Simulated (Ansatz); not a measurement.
SnS2 in space group Pnnm (No. 58; Sn on 2a, S on 4g), the program Ansatz at the PBE level (PAW), all energies at zero smearing, with the estimated change up to a 700 eV cutoff added, with one set of potentials and settings (totals compare only within such a set). Cell of 6 atoms (2 Sn, 4 S): -15658.003 eV.

| element | reference phase | E (eV/atom) |
|---|---|---|
| Sn | Fd-3m, 2 atoms in the cell | -6024.2128 |
| S | Fddd, 32 atoms in the cell | -902.0599 |

Formation energy per atom, worked out: (-15658.003 − 2×(-6024.2128) − 4×(-902.0599))/6 = -0.223 eV/atom (-22 kJ per mol of atoms), at 0 K, without zero-point energy or fitted corrections.

A made-up cell: these elements were put on the sites of a structure type; neither database checked (COD, Materials Project) lists it. It is not the phase usual at ambient conditions (space group No. 164). The PBE relaxation kept the symmetry of its start; its stability against distortions is not shown here. The references are the lowest solids computed at this level, not always the standard phases. Spin–orbit coupling is left out wherever it is not named.

Potentials: the later of the program's two PAW sets.
